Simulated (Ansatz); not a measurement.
SiGe in space group Pmma (No. 51; Si on 2e, Ge on 2f), the program Ansatz at the r²SCAN level (PAW). The conduction-band minimum lies on the S–Y line, 5 % of the way from S, with 2 equivalent valleys. Second derivatives d²E/dk² of the lowest band at one valley (eV·Å²), along Cartesian directions:

```
direction  d²E/dk²
---------  -------
[100]        25.20
[010]        11.17
[001]        17.95
[110]        18.13
[101]        21.42
[011]        14.54
```

Q: Find the principal effective masses, the density-of-states mass and the conductivity mass.

A: Off-diagonal terms follow from H_xy = H[110] − (H_xx + H_yy)/2, and m*/mₑ = 7.620 eV·Å² over each eigenvalue: 0.30, 0.42, 0.68. One valley's DOS mass (m₁m₂m₃)^(1/3) = 0.44, conductivity mass 3/(Σ 1/mᵢ) = 0.42 mₑ.

Q: What effective density of states Nc follows at 300 K for parabolic valleys?

A: Nc = 2.509e19 × 2 × (0.44)^(3/2) ≈ 1.5e19 cm⁻³.

The start of the workflow was typed in or built on a structure type; neither database checked (COD, Materials Project) lists it. Its standing as an ambient phase is unchecked. The cell was relaxed with r²SCAN under the symmetry of its start; its stability against distortions is not shown here. Spin–orbit coupling is left out wherever it is not named.

Potentials: the earlier of the program's two PAW sets.

Edges and masses are those of Kohn–Sham bands, whose gap is no quasiparticle gap.
